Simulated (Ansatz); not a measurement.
Ba₂As:
```yaml
crystal:
  lattice:
    - [-2.51400, 2.51400, 9.01225]
    - [2.51400, -2.51400, 9.01225]
    - [2.51400, 2.51400, -9.01225]
  atoms:
    - { symbol: Ba, position: [0.50000, 0.00000, 0.50000] }
    - { symbol: Ba, position: [0.00000, 0.50000, 0.50000] }
    - { symbol: Ba, position: [0.31635, 0.31635, 0.00000] }
    - { symbol: Ba, position: [0.68365, 0.68365, 0.00000] }
    - { symbol: As, position: [0.13280, 0.13280, 0.00000] }
    - { symbol: As, position: [0.86720, 0.86720, 0.00000] }
```

Relaxed with r²SCAN.

Task: Map the electron localisation function on the plane through (0.500, 0.000, 0.500) spanned by u = [1, 1, 0] and v = [1, 0, 1] in lattice vectors, from DFT-r²SCAN in the program Ansatz with PAW potentials.

Result: x is the fraction of u, y of v (the angle between them is 90°; rows are the nearest grid lines); atoms in the plane: Ba at (0.00, 0.00), Ba at (0.50, 0.00), Ba at (0.32, 0.50), Ba at (0.68, 0.50), As at (0.13, 0.50), As at (0.87, 0.50).
```
|0394001000000010049339400100000001004930|
|0593001110000000049559400000000111003950|
|2892022210000000039889300000000122202982|
|8981145431000000029999200000001345411898|
|9961266641000000017997100000001466621699|
|9831577762002100005885000012002677751389|
|3215888872069961012332101699602788885123|
|1127877872189993022222203999812787787211|
|0158767882399996124444216999932887678510|
|0278745782497698136666318967942875478720|
|1378623782592099237887329902952873268731|
|1488522782690089238888329800962871258841|
|1488521782690089238888329800962872258841|
|1378623782592099237887329902952873268731|
|0278745782497698136666318967942875478720|
|0158767882399996124444216999932887678510|
|1127877872189993022222203999812787787211|
|3215888872069961012332101699602788885123|
|9831577762002100005885000012002677751389|
|9961266641000000017997100000001466621699|
|8981145431000000029999200000001345411898|
|2892022210000000039889300000000122202982|
|0593001110000000049559400000000111003950|
|0394001000000010049339400100000001004930|
```
Scale: ten equal steps from -0.004 (start of '0') to 0.885 (end of '9'), in the order '0123456789'; x runs from 0.000 to 1.00, y from 0.000 (bottom) to 1.00 (top).

The density is the valence pseudo-density with augmentation charge, so density and ELF within about 1 Å of a nucleus are not all-electron values.

Space group I4/mmm. The workflow started from an entry of the Crystallography Open Database (COD). Whether it is the stable phase at ambient conditions was not checked. The cell was relaxed with r²SCAN under the symmetry of its start; its stability against distortions is not shown here. Scalar-relativistic: spin–orbit coupling is off unless named, which matters more the heavier the elements.

Potentials: the later of the program's two PAW sets.
